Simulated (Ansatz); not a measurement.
## LaNi2AsN: what a change of basis.ecutrho_ratio does

All numbers are calculated (PBEsol, no spin polarisation, no spin-orbit coupling; Ansatz, PAW set soft_2, 420 eV, k-mesh 2×2×2), not measured. These are the settings of the reference run.

Cell:

```
cell
1.0
     6.1787    0.0000    0.0000
     0.0000    6.1787    0.0000
     0.0000    0.0000    6.1787
As La N Ni
3 3 3 6
Direct
  0.7777 0.8702 0.5508
  0.6385 0.0777 0.0835
  0.7874 0.4179 0.3918
  0.1514 0.9361 0.2804
  0.0463 0.3492 0.8797
  0.3396 0.8320 0.7839
  0.2869 0.5936 0.1518
  0.6746 0.5745 0.8549
  0.2825 0.1974 0.5937
  0.5090 0.7013 0.3656
  0.5556 0.4381 0.0808
  0.5420 0.1228 0.4351
  0.8124 0.8234 0.9071
  0.5004 0.4136 0.6886
  0.2017 0.4138 0.3826
```

The reference run of this cell is solved again as a single point with these keys changed:

| key | reference run | changed run |
| --- | --- | --- |
| basis.ecutrho_ratio | not typed | 6 |

**Question.** How does the changed run end?

**Answer.** 

| quantity | reference run | changed run |
| --- | --- | --- |
| energy, changed less reference (meV an atom) | 0 | 0.0 |
| pressure (GPa) | 0.2 | 0.2 |
| largest force (eV/Å) | 1.42 | 1.42 |
| gap on the mesh (eV) | 0.00 | 0.00 |

The results hardly move, so this setting matters little here, or the typed value is the one that the program takes anyway. It took 10 iterations.

Caveats: the reference run: a metal with Cr, Mn, Fe, Co or Ni was run without spin, and may be magnetic; a single point, atoms not relaxed again.
